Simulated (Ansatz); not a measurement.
ScPd₃ in space group I4/mmm (No. 139; Pd on 2b, Pd on 4d, Sc on 2a) under volume change, plane-wave PAW PBE (Ansatz code), shape and atoms relaxed at each volume.

```json
[
 {"V (Å³/atom)": "14.836", "E − E(relaxed) (meV/atom)": "69.5", "P (GPa)": "16.65"},
 {"V (Å³/atom)": "15.325", "E − E(relaxed) (meV/atom)": "29.0", "P (GPa)": "10.10"},
 {"V (Å³/atom)": "15.814", "E − E(relaxed) (meV/atom)": "6.8", "P (GPa)": "4.60"},
 {"V (Å³/atom)": "16.304", "E − E(relaxed) (meV/atom)": "0.0", "P (GPa)": "0.00"},
 {"V (Å³/atom)": "16.793", "E − E(relaxed) (meV/atom)": "6.1", "P (GPa)": "-3.86"},
 {"V (Å³/atom)": "17.282", "E − E(relaxed) (meV/atom)": "22.9", "P (GPa)": "-7.08"},
 {"V (Å³/atom)": "17.771", "E − E(relaxed) (meV/atom)": "48.8", "P (GPa)": "-9.78"}
]
```

**Question.** What does a third-order Birch–Murnaghan fit give for V₀, B₀ and B′?

**Answer.** V₀ = 16.30 Å³/atom, B₀ = 140 GPa, B′ = 4.9.

A made-up cell: these elements were put on the sites of a structure type; neither database checked (COD, Materials Project) lists it. COD files the formula under space group No. 221, so this cell is another polymorph or a model. Its standing as an ambient phase is unchecked. Symmetry was held in the PBE relaxation; whether a distortion lowers the energy is not shown. No spin polarisation was allowed.

Potentials: the earlier of the program's two PAW sets.
